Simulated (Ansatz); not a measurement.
ZnSnP2:
```yaml
crystal:
  lattice:
    - [-2.85119, 2.85119, 5.71794]
    - [2.85119, -2.85119, 5.71794]
    - [2.85119, 2.85119, -5.71794]
  atoms:
    - { symbol: Zn, position: [0.75000, 0.25000, 0.50000] }
    - { symbol: Zn, position: [0.00000, 0.00000, 0.00000] }
    - { symbol: Sn, position: [0.25000, 0.75000, 0.50000] }
    - { symbol: Sn, position: [0.50000, 0.50000, 0.00000] }
    - { symbol: P, position: [0.37500, 0.35279, 0.47779] }
    - { symbol: P, position: [0.64721, 0.12500, 0.02221] }
    - { symbol: P, position: [0.87500, 0.89721, 0.52221] }
    - { symbol: P, position: [0.10279, 0.62500, 0.97779] }
```

PBE in the plane-wave PAW code Ansatz gives a gap of 0.68 eV without spin–orbit coupling, maximum at Γ, minimum at Γ.

### Question
What happens when spin–orbit coupling is switched on?

### Answer
The gap shrinks by 0.02 eV, to 0.66 eV; maximum at Γ, minimum at Γ.

### Question
Give the electron effective mass with spin–orbit coupling.

### Answer
0.058, 0.058, 0.061 mₑ (principal values).

### Question
Give the hole effective mass with spin–orbit coupling, band 1 of 2 at the edge.

### Answer
0.39 along z (mₑ).

### Question
Give the hole effective mass with spin–orbit coupling, band 2 of 2 at the edge.

### Answer
0.081 along z (mₑ).

Space group I-42d (chalcopyrite). The cell was relaxed with PBE under the symmetry of its start.

Potentials: the later of the program's two PAW sets.
